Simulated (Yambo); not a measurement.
Yambo run on WOF$_{4}$ (space group I4, No. 79). The wavefunctions are PBEsol (Quantum ESPRESSO, PseudoDojo norm-conserving, 84 Ry, scalar-relativistic) ones on a 4×4×4 mesh (24 occupied bands); a = b = c = 5.107 Å, α = β = 98.79°, γ = 133.98°.

Yambo input:

```
rim_cut
HF_and_locXC
RandQpts= 1000000
RandGvec= 1 Ry
EXXRLvcs= 84 Ry
VXCRLvcs= 336 Ry
% QPkrange
 1 | 1 | 24 | 25 |
 3 | 3 | 24 | 25 |
 6 | 6 | 24 | 25 |
 7 | 7 | 24 | 25 |
 8 | 8 | 24 | 25 |
 9 | 9 | 24 | 25 |
 13 | 13 | 24 | 25 |
%
```

k points by index: 1 = Γ, 3 = X, 6 = N, 7 = (0, -0.5, 0.25), 8 = P, 9 = (0.25, 0.25, -0.25), 13 = M.

The o-*.hf file then holds:

```
#    K-point    Band    Eo [eV]    Ehf [eV]    Vxc [eV]    Vnlxc [eV]
#
    1    24    -0.734138    -7.235089    -21.90277    -28.40372
    1    25    4.757211    10.54175    -19.37178    -13.58724
    3    24    -0.581418    -6.609264    -19.91443    -25.94227
    3    25    4.691814    10.36308    -19.27990    -13.60863
    6    24    -0.004778    -6.285883    -21.26128    -27.54239
    6    25    4.692399    10.37767    -19.28500    -13.59973
    7    24    0.000000    -6.297374    -21.30371    -27.60108
    7    25    4.692026    10.36990    -19.29430    -13.61643
    8    24    -0.003628    -6.310031    -21.30891    -27.61532
    8    25    4.707183    10.37257    -19.35653    -13.69114
    9    24    -0.002037    -6.321058    -21.30679    -27.62581
    9    25    4.674620    10.35077    -19.23974    -13.56358
    13    24    -0.549367    -8.233561    -22.78810    -30.47230
    13    25    4.583621    10.12828    -19.12361    -13.57895
```
Exchange alone, without screening.

Spin-orbit coupling is not included.

Geometry relaxed with PBE+D3(BJ).

The structure is a Materials Project entry; no match was found in the copy of COD used, and its stability was not checked.
